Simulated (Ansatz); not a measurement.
InRu:
```
CELL_PARAMETERS angstrom
      5.51549     0.00000     0.00000
     -2.75775     4.77656     0.00000
      0.00000     0.00000     4.59213
ATOMIC_POSITIONS crystal
  Ru 0.00000 0.50000 0.00000
  Ru 0.50000 0.00000 0.00000
  Ru 0.50000 0.50000 0.00000
  In 0.66667 0.33333 0.50000
  In 0.33333 0.66667 0.50000
  In 0.00000 0.00000 0.00000
```

Relaxed with PBE. Special points in fractions of this cell's reciprocal vectors: Γ (0.000, 0.000, 0.000); M (0.500, 0.000, 0.000); K (0.333, 0.333, 0.000); A (0.000, 0.000, 0.500); L (0.500, 0.000, 0.500); H (0.333, 0.333, 0.500).

Q: List the band energies nearest the Fermi level at these points for PBE in the plane-wave PAW code Ansatz.

A: In eV from the Fermi level; about four levels below and three above (degenerate sets whole), none deeper than 8.9 eV; points with the same levels are listed once.

| k | below | above |
|---|---|---|
| Γ | -0.57 -0.57 -0.12 -0.12 -0.06 | 0.18 0.18 1.95 |
| M | -1.28 -0.97 -0.20 -0.08 | 0.12 2.40 2.68 |
| K | -0.99 -0.99 -0.79 -0.79 -0.21 | 0.41 2.86 3.17 3.17 |
| A | -0.05 -0.05 -0.03 -0.03 | 0.05 0.05 0.34 |
| L | -0.54 -0.17 -0.16 -0.01 | 0.60 1.04 2.05 |
| H | -0.51 -0.51 -0.20 -0.20 | 0.38 0.51 3.20 |

Space group P6/mmm. The start of the workflow was typed in or built on a structure type; neither database checked (COD, Materials Project) lists it. Whether it is the stable phase at ambient conditions was not checked. The cell was relaxed with PBE under the symmetry of its start; its stability against distortions is not shown here. The run is not spin-polarised. Its formation energy is positive at this level, so the cell may be metastable or incomplete. Spin–orbit coupling is left out wherever it is not named.

Potentials: the earlier of the program's two PAW sets.
